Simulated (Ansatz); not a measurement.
# From three elastic constants to directional properties of NaI

Method: Ansatz 0.2.0, DFT LDA, scalar-relativistic, plane waves, PAW. Plane waves to 420 eV; Γ-centred k mesh 6×6×6; fixed occupations. No spin polarisation.

The cell, relaxed at this level:
```xyz
2
Lattice="0.0000 3.1305 3.1305 3.1305 0.0000 3.1305 3.1305 3.1305 0.0000" Properties=species:S:1:pos:R:3 pbc="T T T"
Na    0.0000    0.0000    0.0000
I     3.1305    3.1305    3.1305
```

With ions relaxed, on the cubic axes: C11 = 44.2, C12 = 9.0, C44 = 7.7 GPa. The density is 4.056 g/cm³.

Q: Is the crystal stable against strain, and how anisotropic is it?

A: Born's conditions hold: C11 + 2C12 = 62.2, C11 − C12 = 35.3 and C44 = 7.7 GPa are all positive. B = (C11 + 2C12)/3 = 20.7 GPa. The two shear moduli are C44 and C′ = (C11 − C12)/2 = 17.6 GPa, so Zener's ratio is A = C44/C′ = 0.43: the shear C44 is the soft one, as in NaCl, KCl, the halide perovskites and the bcc metals V, Nb, Cr and Mo. The Cauchy pressure C12 − C44 is 1.3 GPa; it would vanish for pair forces between atoms on inversion centres at zero pressure, and a positive value is usual with metallic or many-body binding.

Q: Give the sound speeds along the three symmetry directions.

A: The Christoffel equation gives ρv² for each branch:
```csv
direction,branch,ρv²,GPa,v (m/s)
[100],L,C11,44.2,3302
[100],T (×2),C44,7.7,1374
[110],L,(C11 + C12 + 2C44)/2,34.3,2907
[110],"T, u ∥ [001]",C44,7.7,1374
[110],"T, u ∥ [1-10]",(C11 − C12)/2,17.6,2085
[111],L,(C11 + 2C12 + 4C44)/3,30.9,2762
[111],T (×2),(C11 − C12 + C44)/3,14.3,1878
```

Q: How does Young's modulus depend on direction?

A: Inverting gives S11 = 24.266, S12 = -4.095, S44 = 130.548 TPa⁻¹. Along a unit vector (l, m, n), 1/E = S11 − 2(S11 − S12 − S44/2)(l²m² + m²n² + n²l²), where the last bracket is 0, 1/4 and 1/3 for [100], [110] and [111]: E = 41, 23 and 20 GPa. With A < 1 the cube edge is stiffest. For a film on (001), the biaxial modulus is C11 + C12 − 2C12²/C11 = 50 GPa and the normal strain is −2C12/C11 = -0.41 times the in-plane one.

Cost: 2 runs of about 1 core-minutes in all, on AMD EPYC 7R43 (Zen 3) (shared hosts).